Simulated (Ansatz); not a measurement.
Cu Kα1 powder pattern (kinematic, no thermal factors).
2θ (°) (relative intensity): 19.64 (3, 1 0 0), 27.92 (64, 1 1 0), 34.37 (7, 1 1 1), 39.90 (100, 2 0 0), 44.85 (1, 2 1 0), 49.40 (22, 2 1 1), 57.70 (60, 2 2 0), 65.30 (9, 3 1 0), 68.92 (6, 3 1 1), 72.45 (19, 2 2 2), 79.33 (9, 3 2 1), 86.06 (9, 4 0 0)

The pattern is computed from a structure relaxed with DFT PBE, scalar-relativistic, plane waves, PAW in Ansatz 0.2.0. No spin polarisation. Its elements are F, Si.

Give the structure.

SiF.
Space group Pm-3m (No. 221). a = 4.515 Å, b = 4.515 Å, c = 4.515 Å, α = 90.00°, β = 90.00°, γ = 90.00°
```csv
atom,site,symmetry,x,y,z
Si,3d,4/mm.m,0.5000,0.0000,0.0000
F,3c,4/mm.m,0.0000,0.5000,0.5000
```

A pattern alone doesn't exclude other cells with like lines; this is the one computed.

It was reached by relaxing an invented guess, and it needn't be the stable form of this composition.
